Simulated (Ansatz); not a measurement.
Computed with Ansatz, DFT LDA, scalar-relativistic, plane waves, PAW. Cutoff 420 eV, Γ-centred k meshes of 216 to 2744 points, fixed occupations in insulators, in metals Fermi–Dirac smearing of 0.15 eV (Gaussian, 0.2 eV, where magnetic), no spin polarisation. Some cells are trial structures made by swapping elements. Values of metals depend on mesh and smearing. Spin–orbit coupling is left out. Each crystal stands at its own equilibrium volume, in the symmetry named.

Q: Order these crystals by the bulk modulus (Hill), lowest first.
A. MnS (F-43m, 2 atoms in the cell, 14.4 Å³/atom, Mn next to 4 S)
B. TePb (Fm-3m, 2 atoms in the cell, 32.5 Å³/atom, Te next to 6 Pb)
C. BP (F-43m, 2 atoms in the cell, 11.3 Å³/atom, B next to 4 P)
D. SiO2 (I-42d, 6 atoms in the cell, 14.7 Å³/atom, Si next to 4 O)

A: D (22 GPa), B (49 GPa), A (163 GPa), C (175 GPa).

Cost: 4 runs of about 12 core-minutes in all, on AMD EPYC 7B13 (Zen 3), Arm Neoverse N1, Intel Xeon Platinum 8488C (Sapphire Rapids) and other processors (shared hosts).